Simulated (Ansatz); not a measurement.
SrAs₄Rh₆:
Space group P-6m2 (No. 187); a = 7.2415 Å, b = 7.2415 Å, c = 3.8361 Å, α = 90.00°, β = 90.00°, γ = 120.00°

```csv
atom,site,symmetry,x,y,z
Sr,1a,-6m2,0.0000,0.0000,0.0000
As,3k,mm2,0.3814,0.1907,0.5000
Rh,3j,mm2,0.5348,0.0696,0.0000
As,1c,-6m2,0.3333,0.6667,0.0000
Rh,3k,mm2,0.2022,0.4044,0.5000
```

Relaxed at zero pressure with r²SCAN in the plane-wave PAW code Ansatz.

### Question
The volume is raised by 3 % and shape and atoms relax at that volume. What pressure results, and how do the axes share the change?

### Answer
-4.9 GPa; a 1.0 %, b 1.0 %, c 1.1 %; the energy rises by 8 meV/atom.

### Question
Give the new structure.

### Answer

Space group P-6m2 (No. 187); a = 7.3107 Å, b = 7.3107 Å, c = 3.8768 Å, α = 90.00°, β = 90.00°, γ = 120.00°

| atom | site | symmetry | x | y | z |
|---|---|---|---|---|---|
| Sr | 1a | -6m2 | 0.0000 | 0.0000 | 0.0000 |
| As | 3k | mm2 | 0.3812 | 0.1906 | 0.5000 |
| Rh | 3j | mm2 | 0.5349 | 0.0697 | 0.0000 |
| As | 1c | -6m2 | 0.3333 | 0.6667 | 0.0000 |
| Rh | 3k | mm2 | 0.2025 | 0.4051 | 0.5000 |

The phase is kept; no other phase was compared at this pressure.

The workflow started from an entry of the Crystallography Open Database (COD). Its standing as an ambient phase is unchecked. The cell was relaxed with r²SCAN under the symmetry of its start; whether a distortion lowers the energy is not shown. No spin polarisation was allowed.

Potentials: the later of the program's two PAW sets.
